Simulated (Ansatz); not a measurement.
Mn3SnN:
```
CELL_PARAMETERS angstrom
      4.10214     0.00000     0.00000
      0.00000     4.10214     0.00000
      0.00000     0.00000     4.10214
ATOMIC_POSITIONS crystal
  Sn 0.00000 0.00000 0.00000
  Mn 0.00000 0.50000 0.50000
  Mn 0.50000 0.00000 0.50000
  Mn 0.50000 0.50000 0.00000
  N  0.50000 0.50000 0.50000
```
The run is spin-polarised; directions of the spins, atom by atom: ↓ ↑ ↑ ↑ 0.

Relaxed with r²SCAN.

Give the Bader charges and basin volumes of the independent atoms, plane-wave PAW r²SCAN (Ansatz code).



```
atom  Bader charge (e)  Bader volume (Å³)
----  ----------------  -----------------
Sn1              -0.59               23.3
Mn2              +0.76               11.7
N5               -1.68               10.6
```

Space group Pm-3m (anti-perovskite). The workflow started from an entry of the Crystallography Open Database (COD). Its standing as an ambient phase is unchecked. The r²SCAN relaxation kept the symmetry of its start; its stability against distortions is not shown here. The final state is ferromagnetic, the only order run, not a proven ground state. The program gave a warning on the electronic state, which may not be the lowest. No Hubbard U is applied. Scalar-relativistic: spin–orbit coupling is off unless named, which matters more the heavier the elements.

Potentials: the later of the program's two PAW sets.
